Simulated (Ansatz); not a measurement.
Cu (Cmcm), symmetry broken, then relaxed

Theory: DFT PBEsol, scalar-relativistic, plane waves, PAW in Ansatz 0.2.0. Settings: plane waves to 420 eV, k-mesh 14×14×14 (Γ-centred), Gaussian smearing 0.15 eV. No spin polarisation. Energies are free energies at this smearing, counted from the undisturbed cell; pressure is positive in compression.

Zero of the scan (relaxed at this level):

```xyz
2
Lattice="1.2148 -3.9598 0.0000 1.2148 3.9598 0.0000 0.0000 0.0000 2.4677" Properties=species:S:1:pos:R:3 pbc="T T T"
Cu    1.2148    2.8998    0.6169
Cu    1.2148   -2.8998    1.8508
```

The atoms are displaced (Å, in the unstrained cell):

```csv
atom,ux,uy,uz
Cu1,-0.018,0.000,0.009
Cu2,0.018,0.000,-0.009
```

Cell and atoms are then relaxed.

Does the relaxation return to the undisturbed structure?

No. It ends 161.2 meV/atom below it. The disturbance itself cost 0.6 meV/atom. The final space group reads Fm-3m (tolerance 0.05 Å) and the volume changes by -4.66 %.

Final structure:

```xyz
2
Lattice="0.5768 -3.5015 0.0000 1.9151 3.9121 0.0000 0.0000 0.0000 2.5257" Properties=species:S:1:pos:R:3 pbc="T T T"
Cu    2.0131   -0.5675    0.6314
Cu    0.4787    0.9780    1.8942
```

The relaxation, step by step (energy from the first step; small jumps at an unchanged geometry come where the plane waves are selected anew for the new cell):

| step | ΔE (meV/atom) | largest force component (eV/Å) | pressure (GPa) |
| --- | --- | --- | --- |
| 1 | 0.0 | 0.053 | 0.07 |
| 2 | -0.6 | 0.039 | 0.04 |
| 3 | -9.9 | 0.338 | -0.01 |
| 4 | -25.2 | 0.665 | 0.39 |
| 5 | -123.8 | 0.382 | -1.89 |
| 6 | -146.3 | 0.146 | 3.43 |
| 7 | -155.4 | 0.002 | 0.00 |
| 8 | -155.5 | 0.000 | 0.02 |
| 9 | -160.7 | 0.000 | 1.03 |
| 10 | -161.7 | 0.001 | -0.02 |
| 11 | -161.7 | 0.000 | 0.00 |
| 12 | -161.8 | 0.000 | -0.01 |